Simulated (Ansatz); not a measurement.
Structures of Al₂Cu: which is lowest?

Plane-wave DFT in Ansatz with scalar-relativistic PAW potentials, cutoff 420 eV, Γ-centred meshes chosen by cell and gap, Gaussian smearing with energies taken to zero width. Every cell was relaxed (cell and atoms) in a run of its own, within the symmetry of its start. Functional: LDA.

Relaxed structures (starts from databases or built by putting these elements on another compound's sites):
A. Fm-3m, 3 atoms in the computed cell, a = 5.670 Å; sites (symmetry × multiplicity) Al -43m × 8, Cu m-3m × 4; start: database
B. I4/mcm, 6 atoms in the computed cell, a = 5.932 Å, c = 4.786 Å; sites (symmetry × multiplicity) Al m.2m × 8, Cu 422 × 4; start: database
C. P4/mmm, 3 atoms in the computed cell, a = 4.043 Å, c = 2.822 Å; sites (symmetry × multiplicity) Al mmm. × 2, Cu 4/mmm × 1; start: database

Q: Rank them by energy. Could pressure change the order?

A:
```csv
structure,group,E − E(lowest) (meV/atom),V (Å³/atom),gap on mesh (eV)
A,Fm-3m,0.0,15.19,0.00
B,I4/mcm,24.1,14.03,0.00
C,P4/mmm,163,15.37,0.00
```

A is lowest, 24 meV/atom under B. B is denser by 1.16 Å³/atom, so pressure favours it: ΔE/ΔV, with ΔE in eV and 1 eV/Å³ = 160.2 GPa, gives about 3.3 GPa for equal enthalpy if both cells were rigid, a rough figure since the two compress differently. Other structures may lie lower than all of these, and vibrations aren't counted.